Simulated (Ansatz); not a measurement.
**Step by step: PbF2, relaxation of cell and atoms**

All numbers below come from DFT, PBE, PAW with Ansatz's default frozen-core files, scalar-relativistic (Ansatz 0.2.0).

Command: `ansatz run input.yaml --threads 1 --pin off --max-ram 3072MiB --backend cpu --events-out ev --progress --plain --runs-dir out` The run took about 28 s on 1 thread of a shared machine.

```yaml
crystal:
  lattice:
    - [0.0, 2.5553258337, 2.5553258337]
    - [2.5553258337, 0.0, 2.5553258337]
    - [2.5553258337, 2.5553258337, 0.0]
  atoms:
    - { symbol: Pb, position: [0.0, 0.0, 0.0] }
    - { symbol: F, position: [0.25, 0.25, 0.25] }
    - { symbol: F, position: [0.75, 0.75, 0.75] }
kpoints:
  mp_grid: { grid: [11, 11, 11] }
scf:
  occupations: { method: fermi_dirac, width: 0.05 }
hamiltonian:
  xc: pbe
  pseudopotentials: { kind: paw }
output:
  forces: true
  stress: true
relax:
  f_tol: 0.005
  max_steps: 80
  cell: {}
```

Spin–orbit coupling is left out, though it moves levels of the heavy atoms by tenths of an eV or more.

The cell is built from the fluorite type as a first guess.

The cutoff is 420 eV; energies and pressures of the walk include the program's estimate of the Pulay term.

Each frame lists the cell vectors (Å), then Cartesian positions (Å); symmetry keeps all forces zero. Free energies count from the first step, -13520.6149 eV.

The walk took 13 evaluations in all; steps that aren't listed are left out.

Step 1: E = 0.0 meV, P = 100.35 GPa

```
cell 0.0000 2.5553 2.5553 2.5553 0.0000 2.5553 2.5553 2.5553 0.0000
Pb    0.0000    0.0000    0.0000
F     1.2777    1.2777    1.2777
F     3.8330    3.8330    3.8330
```

Step 2: E = -2274.1 meV, P = 48.17 GPa

```
cell 0.0000 2.6799 2.6799 2.6799 0.0000 2.6799 2.6799 2.6799 0.0000
Pb    0.0000    0.0000    0.0000
F     1.3399    1.3399    1.3399
F     4.0198    4.0198    4.0198
```

Step 3:

```
cell 0.0000 2.8045 2.8045 2.8045 0.0000 2.8045 2.8045 2.8045 0.0000
Pb    0.0000    0.0000    0.0000
F     1.4022    1.4022    1.4022
F     4.2067    4.2067    4.2067
```

Step 4: E = -3455.2 meV, P = 0.37 GPa

```
cell 0.0000 2.8739 2.8739 2.8739 0.0000 2.8739 2.8739 2.8739 0.0000
Pb    0.0000    0.0000    0.0000
F     1.4370    1.4370    1.4370
F     4.3109    4.3109    4.3109
```

Step 5: E = -3455.0 meV, P = 0.01 GPa

```
cell 0.0000 2.8758 2.8758 2.8758 0.0000 2.8758 2.8758 2.8758 0.0000
Pb    0.0000    0.0000    0.0000
F     1.4379    1.4379    1.4379
F     4.3137    4.3137    4.3137
```

Step 6: E = -3892.4 meV, P = 11.47 GPa (the cell of the step before, solved again on a basis chosen afresh, hence the jump)

Step 7: E = -4032.0 meV, P = 4.95 GPa

```
cell 0.0000 2.9355 2.9355 2.9355 0.0000 2.9355 2.9355 2.9355 0.0000
Pb    0.0000    0.0000    0.0000
F     1.4678    1.4678    1.4678
F     4.4033    4.4033    4.4033
```

Step 8: E = -4059.8 meV, P = 0.62 GPa

```
cell 0.0000 2.9843 2.9843 2.9843 0.0000 2.9843 2.9843 2.9843 0.0000
Pb    0.0000    0.0000    0.0000
F     1.4921    1.4921    1.4921
F     4.4764    4.4764    4.4764
```

Step 9: E = -4057.8 meV, P = -0.02 GPa

```
cell 0.0000 2.9916 2.9916 2.9916 0.0000 2.9916 2.9916 2.9916 0.0000
Pb    0.0000    0.0000    0.0000
F     1.4958    1.4958    1.4958
F     4.4874    4.4874    4.4874
```

Step 10: E = -4095.9 meV, P = 0.60 GPa (the cell of the step before, solved again on a basis chosen afresh, hence the jump)

(1) Give the energy, pressure of step 3.

(2) How does the relaxation end?

Answers

(1) E = -3311.9 meV, P = 14.70 GPa
```
Pb    0.0000    0.0000    0.0000
F     1.4022    1.4022    1.4022
F     4.2067    4.2067    4.2067
```

(2) It converges, with a = 6.000 Å, b = 6.000 Å, c = 6.000 Å, α = 90.00°, β = 90.00°, γ = 90.00° (conventional cell, space group Fm-3m). The last solve (on a basis chosen afresh for the final cell, so its energy is not quite comparable) gives E = -4096.7 meV, P = 0.03 GPa:
```
cell 0.0000 3.0000 3.0000 3.0000 0.0000 3.0000 3.0000 3.0000 0.0000
Pb    0.0000    0.0000    0.0000
F     1.5000    1.5000    1.5000
F     4.5000    4.5000    4.5000
```
